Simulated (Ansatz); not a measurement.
Input:

GaAs:
```yaml
crystal:
  lattice:
    - [2.64259, 0.00000, 0.00000]
    - [0.00000, 2.64259, 0.00000]
    - [0.00000, 0.00000, 5.35661]
  atoms:
    - { symbol: Ga, position: [0.00000, 0.00000, 0.50000] }
    - { symbol: As, position: [0.00000, 0.00000, 0.00000] }
```

This is the LDA-relaxed structure.

Task: All from plane-wave PAW LDA (Ansatz code), unless another level is named. Estimate the electronic character.

Result: metallic (no gap).

Task: What about the formation energy from the elements (no fitted shifts)?

Result: 57 meV/atom.

Task: Predict the density of states at the Fermi level.

Result: 0.44 states/eV per atom (mean over ±0.08 eV).

Space group P4/mmm. The workflow started from a Materials Project entry (that database holds measured and hypothetical structures alike); the Crystallography Open Database copy checked does not list it. It is not the phase usual at ambient conditions (space group No. 216). The LDA relaxation kept the symmetry of its start; its stability against distortions is not shown here. The references are the lowest solids computed at this level, not always the standard phases. Scalar-relativistic: spin–orbit coupling is off unless named, which matters more the heavier the elements.

Potentials: the earlier of the program's two PAW sets. The files were generated under PBE; for other functionals the program regenerates the frozen cores, and for LDA and PBEsol the local potential too.
